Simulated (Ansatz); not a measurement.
**NaCaBe2B2O6F: ⁹Be NMR of the central transition**

Cell: a refined structure from the COD.

Space group Cc (No. 9); a = 4.6232, b = 8.0080, c = 14.1820 Å.

| site | Wyckoff | site symmetry | x | y | z |
| --- | --- | --- | --- | --- | --- |
| Na | 4a | 1 | 0.1148 | 0.9996 | 0.1349 |
| Ca | 4a | 1 | 0.1040 | 0.0086 | 0.8877 |
| Be5 | 4a | 1 | 0.5930 | 0.1585 | 0.0248 |
| Be7 | 4a | 1 | 0.6030 | 0.1790 | 0.2485 |
| B9 | 4a | 1 | 0.6180 | 0.8466 | 0.2787 |
| B11 | 4a | 1 | 0.5950 | 0.8230 | 0.0001 |
| O13 | 4a | 1 | 0.4768 | 0.9769 | 0.0037 |
| O15 | 4a | 1 | 0.3883 | 0.2969 | 0.9795 |
| O17 | 4a | 1 | 0.4255 | 0.6858 | 0.0115 |
| O19 | 4a | 1 | 0.7410 | 0.9985 | 0.2721 |
| O21 | 4a | 1 | 0.3219 | 0.8341 | 0.2651 |
| O23 | 4a | 1 | 0.3001 | 0.2175 | 0.3023 |
| F | 4a | 1 | 0.5169 | 0.1880 | 0.1395 |

One atom of each set is listed; the run and its k-mesh use a cell of 26 atoms with edges of 4.62, 4.62, 14.18 Å.

All values are calculated (Ansatz; DFT, PBE, plane waves and PAW, scalar-relativistic, 420 eV cutoff, Γ-centred 5×5×2 k-points, Fermi–Dirac smearing 0.02 eV), not measured.

⁹Be has I = 3/2 and Q = 52.88 mb (Pyykkö 2018); at 16.4 T its Larmor frequency is ν₀ = 98.1 MHz. Only the quadrupole interaction is simulated: positions count from each site's isotropic chemical shift, and J coupling is left out, as are shift anisotropy and dipolar coupling, which fast spinning averages.

(1) What does the ⁹Be spectrum (fast magic-angle spinning) show for each site?

Answers

(1) 

| site | first shell | C_Q (MHz) | η | P_Q (MHz) | δ_QIS (ppm) | breadth (kHz) |
| --- | --- | --- | --- | --- | --- | --- |
| Be5 | 3 O at 1.56–1.59 Å, 1 F at 1.68 Å | 0.786 | 0.16 | 0.789 | -1.62 | 0.355 |
| Be7 | 1 F at 1.60 Å, 3 O at 1.62 Å | 0.489 | 0.23 | 0.493 | -0.632 | 0.141 |

δ_QIS = −(ν_Q²/30ν₀²)[I(I+1) − 3/4](1 + η²/3) × 10⁶ ppm with ν_Q = 3|C_Q|/[2I(2I−1)]; it falls as 1/B₀² in ppm, and the breadth as 1/B₀ in kHz.

At Be5 and Be7 V_zz points along its one bond to F (within 6°) in each case.

The calculated pressure of 5 GPa (PBE) comes partly from the unrelaxed atoms: it is 3.2 GPa once they are relaxed in the same cell. The largest force is 2.0 eV/Å, so the atoms aren't at the calculated equilibrium and relaxing them would move these values.

The run took 31 s of wall time (31 s of CPU time) and 0.76 GiB at its peak, on 1 thread of Intel Xeon Platinum 8559C (Emerald Rapids) (x86_64; 4 cores open to the job, memory cap 3.0 GiB, no GPU), a shared host with a load of 0.5 a core.
